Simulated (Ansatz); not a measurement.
One crystal and one scan (scan of one atom of the cell) at two levels, PBE-D3(BJ) (plane waves to 420 eV, PAW, scalar-relativistic; Ansatz, a first-principles code) and r2SCAN+rVV10 (plane waves to 500 eV, PAW, scalar-relativistic; Ansatz), each from its own relaxed cell and on its own mesh. The cell shown is that of PBE-D3(BJ).

Relaxed SnSe₂ (CdI2 type):

```xyz
6
Lattice="7.6806 0.0000 0.0000 -1.9202 3.3258 0.0000 0.0000 0.0000 6.0040" Properties=species:S:1:pos:R:3 pbc="T T T"
Sn     0.0000     0.0000     0.0000
Sn     3.8403     0.0000     0.0000
Se     0.0000     2.2172     1.5934
Se     3.8403     2.2172     1.5934
Se     1.9202     1.1086     4.4106
Se     5.7605     1.1086     4.4106
```

In each cell atom 1 (Sn, nearest neighbour Se at 2.730 Å; its periodic images, 3.8 Å or more away, move with it) moves by s·(1.000, 0.000, 0.000) (along Cartesian x), the rest being held.

The energy includes the smearing's −TS. SnSe2 was relaxed with its symmetry unable to fall. The PAW data are Ansatz's earlier set. Both scans cover s from -0.270 to 0.270 Å.

ΔE (meV/cell), each from the undisplaced structure of its own level:

```json
[
 {"s (Å)": "-0.270", "PBE-D3(BJ)": "315", "r2SCAN+rVV10": "345"},
 {"s (Å)": "-0.216", "PBE-D3(BJ)": "200", "r2SCAN+rVV10": "withheld"},
 {"s (Å)": "-0.162", "PBE-D3(BJ)": "112", "r2SCAN+rVV10": "123"},
 {"s (Å)": "-0.108", "PBE-D3(BJ)": "50", "r2SCAN+rVV10": "54"},
 {"s (Å)": "-0.054", "PBE-D3(BJ)": "12", "r2SCAN+rVV10": "14"},
 {"s (Å)": "0.000", "PBE-D3(BJ)": "0", "r2SCAN+rVV10": "0"},
 {"s (Å)": "0.054", "PBE-D3(BJ)": "12", "r2SCAN+rVV10": "14"},
 {"s (Å)": "0.108", "PBE-D3(BJ)": "50", "r2SCAN+rVV10": "54"},
 {"s (Å)": "0.162", "PBE-D3(BJ)": "112", "r2SCAN+rVV10": "123"},
 {"s (Å)": "0.216", "PBE-D3(BJ)": "200", "r2SCAN+rVV10": "withheld"},
 {"s (Å)": "0.270", "PBE-D3(BJ)": "315", "r2SCAN+rVV10": "345"}
]
```

Estimate the r2SCAN+rVV10 value at 0.216 from the PBE-D3(BJ) value there and the ratio of the two levels in the two nearest given rows on that side of the minimum.

At 0.162 and 0.270 the ratio r2SCAN+rVV10/PBE-D3(BJ) averages 1.097, which gives 1.097 × 200 = 219 meV/cell. The calculation gives 220 meV/cell, +10.0 % against PBE-D3(BJ).

(A displaced cell: forces are minus the slopes of the energy, force constants its curvatures, and phonons follow from these.)
